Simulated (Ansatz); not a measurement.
A geometry of BeCo away from equilibrium: step 10 of the relaxation of a generated cell, BeCo built in the AFLOW prototype AB_hP2_187_d_a (B_h, as in WC). The numbers are results of PBE (plane waves to 420 eV, PAW, scalar-relativistic; Ansatz, an electronic-structure program), not measurements. Γ-centred k-mesh 14×14×12 on the run's cell (coarser than for final values), Fermi–Dirac smearing 0.05 eV.

```
CELL_PARAMETERS angstrom
      2.50528     0.00000     0.00000
     -1.25264     2.16963     0.00000
      0.00000     0.00000     3.21820
ATOMIC_POSITIONS crystal
  Co 0.00000 0.00000 0.00000
  Be 0.66667 0.33333 0.50000
```
Spin-polarised start, with parallel moments on Co.

Question: Which atoms carry the largest force, and which way does it point?

Answer: No atom: all forces are below 0.005 eV/Å; only the cell is out of equilibrium.

Question: What is the pressure?

Answer: +8.4 GPa, compression positive.

No spin polarisation in the result: the starting moments vanished. A magnetic state may lie lower.

The run could not lose the symmetry of its start; a randomly shaken copy of 4 atoms returns to this structure.

All atoms sit on sites fixed by symmetry, so only the cell could relax.

The end of the path is a generated cell of BeCo: the first start was made by placing the elements on the sites of a structure type, and the end was not matched to a known phase here, so it may be hypothetical.
